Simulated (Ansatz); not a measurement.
Ga$_{2}$O$_{3}$:
```
CELL_PARAMETERS angstrom
      4.95498     2.84939     0.00000
     -4.95498     2.84939     0.00000
     -3.10684     0.00000     4.93952
ATOMIC_POSITIONS crystal
  Ga 0.17506 0.00703 0.51217
  Ga 0.99297 0.82494 0.01217
  Ga 0.80883 0.32191 0.50784
  Ga 0.67809 0.19117 0.00784
  O  0.30058 0.96493 0.88428
  O  0.03507 0.69942 0.38428
  O  0.87747 0.12849 0.87396
  O  0.87151 0.12253 0.37396
  O  0.73701 0.55960 0.84680
  O  0.44040 0.26299 0.34680
```

Relaxed with r²SCAN. Special points in fractions of this cell's reciprocal vectors: Γ (0.000, 0.000, 0.000); C (0.365, 0.365, 0.000); C2 (-0.365, 0.635, 0.000); Y2 (-0.500, 0.500, 0.000); M2 (-0.500, 0.500, 0.500); D (-0.261, 0.739, 0.500); D2 (0.261, 0.261, 0.500); A (0.000, 0.000, 0.500); L2 (0.000, 0.500, 0.500); V2 (0.000, 0.500, 0.000).

Q: List the band energies nearest the valence-band maximum at these points for the program Ansatz at the r²SCAN level (PAW).

A: In eV from the valence-band maximum; about four levels below and three above (degenerate sets whole), none deeper than 8.9 eV; points with the same levels are listed once.

| k | below | above |
|---|---|---|
| Γ | -0.61 -0.43 -0.16 0.00 | 2.86 7.07 7.22 |
| C | -0.85 -0.67 -0.40 -0.20 | 5.53 6.20 7.64 |
| Y2 | -0.90 -0.76 -0.19 -0.09 | 5.15 6.78 7.67 |
| M2 | -0.51 -0.51 -0.24 -0.24 | 5.56 5.56 7.62 7.62 |
| D | -0.70 -0.70 -0.32 -0.32 | 6.14 6.14 7.42 7.42 |
| A | -0.92 -0.92 -0.14 -0.14 | 5.48 5.48 7.77 7.77 |
| L2 | -0.92 -0.52 -0.43 -0.18 | 5.85 6.60 6.98 |
| V2 | -0.83 -0.60 -0.32 -0.16 | 5.01 6.13 7.75 |

Space group Cc. The start of the workflow was typed in or built on a structure type; neither database checked (COD, Materials Project) lists it. It is not the phase usual at ambient conditions (space group No. 12, 167). The cell was relaxed with r²SCAN under the symmetry of its start; its stability against distortions is not shown here. Scalar-relativistic: spin–orbit coupling is off unless named, which matters more the heavier the elements.

Potentials: the earlier of the program's two PAW sets.
